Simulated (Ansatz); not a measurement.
HfBN:
```
HfBN
1.0
    2.72593     0.00000     0.00000
   -1.36297     2.36072     0.00000
    0.00000     0.00000     4.89732
Hf B N
1 1 1
Direct
  0.00000   0.00000   0.00000
  0.33333   0.66667   0.50000
  0.66667   0.33333   0.50000
```

Relaxed with PBEsol.

Decompose the optical modes at the zone centre into irreducible representations, and say which are infrared and Raman allowed.

Point group -6m2: Γ_opt = 2A2'' + 2E'. Infrared: A2'', E'. Raman: E'.

Assign frequencies (DFPT, PBEsol in the plane-wave PAW code Ansatz).

A2'' 584i, E' 51i, A2'' 114, E' 936 cm⁻¹.

Space group P-6m2. The start of the workflow was typed in or built on a structure type; neither database checked (COD, Materials Project) lists it. Its standing as an ambient phase is unchecked. Symmetry was held in the PBEsol relaxation. At this level the phase is dynamically unstable (imaginary phonons). No spin polarisation was allowed. The volume moved by 28 % from the start of the relaxation. As this level gives no gap, phonon frequencies hold no LO–TO term and depend on the k-mesh and smearing (Fermi–Dirac, 0.1 eV here). Spin–orbit coupling is left out wherever it is not named.

Potentials: the earlier of the program's two PAW sets. The files were generated under PBE; for other functionals the program regenerates the frozen cores, and for LDA and PBEsol the local potential too.
